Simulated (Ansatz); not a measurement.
Data:

CrB₄:
```cif
data_B8Cr2
_chemical_formula_sum 'Cr2 B8'
_space_group_name_H-M_alt 'Immm'
_space_group_IT_number 71
_space_group_name_Hall '-I 2 2'
_cell_length_a 2.82877
_cell_length_b 4.70885
_cell_length_c 5.46294
_cell_angle_alpha 90.000
_cell_angle_beta 90.000
_cell_angle_gamma 90.000
loop_
_atom_site_label
_atom_site_type_symbol
_atom_site_symmetry_multiplicity
_atom_site_Wyckoff_symbol
_atom_site_fract_x
_atom_site_fract_y
_atom_site_fract_z
_atom_site_occupancy
Cr1 Cr 2 a 0.00000 0.00000 0.00000 1
B1 B 8 l 0.00000 0.19583 0.34234 1
```
(The calculation used a cell of 5 atoms; values per cell refer to that cell.)

This is the PBEsol-relaxed structure.

Problem. All from DFT-PBEsol in the program Ansatz with PAW potentials, unless another level is named. Estimate the bulk modulus (Birch–Murnaghan fit).

Solution. 283 GPa.

Problem. Predict the highest zone-centre frequency.

Solution. 962 cm⁻¹.

The first step of the workflow began from a Materials Project structure, measured or hypothetical; the Crystallography Open Database files this formula in space group No. 71, but the cells were not matched. Its standing as an ambient phase is unchecked. The PBEsol relaxation kept the symmetry of its start; its stability against distortions is not shown here. The run is not spin-polarised. As this level gives no gap, phonon frequencies hold no LO–TO term and depend on the k-mesh and smearing (Fermi–Dirac, 0.1 eV here).

Potentials: the later of the program's two PAW sets.
